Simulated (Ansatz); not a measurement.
ZrRh (space group Pnma)

```
ZrRh
1.0
    6.01223     0.00000     0.00000
    0.00000     4.40097     0.00000
    0.00000     0.00000     5.21526
Zr Rh
4 4
Direct
  0.32489   0.25000   0.35891
  0.67511   0.75000   0.64109
  0.17511   0.75000   0.85891
  0.82489   0.25000   0.14109
  0.95297   0.25000   0.66867
  0.04703   0.75000   0.33133
  0.54703   0.75000   0.16867
  0.45297   0.25000   0.83133
```

The slice is a (100) plane (indices of the conventional cell) through the point (0.675, 0.750, 0.641) (fractional), spanned by u = [010] and v = [001] in vectors of this cell: u (4.40 Å) and v (5.22 Å, at 90° to u). It covers one period; positions are fractions (u, v).

Method: LDA (plane waves to 420 eV, PAW, scalar-relativistic; Ansatz, a program for electronic structure). k mesh 8×11×9. These are valence fields of a PAW run, semicore shells included where kept as valence: close to a nucleus they are smooth pseudo fields. ZrRh is run without spin polarisation. ZrRh was relaxed with its symmetry unable to fall.

Q: Predict the map of the electrostatic potential energy of an electron, from the cell's mean on the slice.

A: 
```
|xxxxxxx02578999987520xxxxxx|
|xxxxxx0036899999986300xxxxx|
|xxxxxx0046899999986400xxxxx|
|xxxxx002578999999875200xxxx|
|xxxx00146789999998764100xxx|
|xx000135788889988887531000x|
|000024567888888888876542000|
|012345677777666677777654321|
|223456777765544556777765432|
|012356776543222234567765321|
|000135665421000012456653100|
|xxx0145542000000002455410xx|
|xxxx02343000000000034320xxx|
|xxxx01231000xxxx00013210xxx|
|xxxx00221000xxxx00012200xxx|
|xxxx0022000xxxxxx0002200xxx|
|xxxx01321000xxxx00012310xxx|
|xxx003432000xxxx000234300xx|
|x00134543100000000134543100|
|112456654300000000345665421|
|445567765431000013456776554|
|555677776543222234567777655|
|445567777655433455677776554|
|122456777766555566777765422|
|000024567776655667776542000|
|xx000135677766667776531000x|
|xxxx00146777766777764100xxx|
|xxxxx002567777777765200xxxx|
|xxxxxx0046777777776400xxxxx|
|xxxxxx0035788888875300xxxxx|
|xxxxxxx02578888887520xxxxxx|
|xxxxxxx02578999987520xxxxxx|
```
Scale: ten equal steps from 6.00 (start of '0') to 14.43 (end of '9'), in the order '0123456789'. Values: electrostatic potential energy of an electron, from the cell's mean, in eV. The map has 27 points along u (one character each, u = 0 at the left) and 32 along v (v = 0 in the bottom row). Points within 1 Å of a nucleus are blanked (x), as the pseudised field means little there. Values under 6 eV are set to 6. The zero, the cell's mean, hangs on the PAW cores.
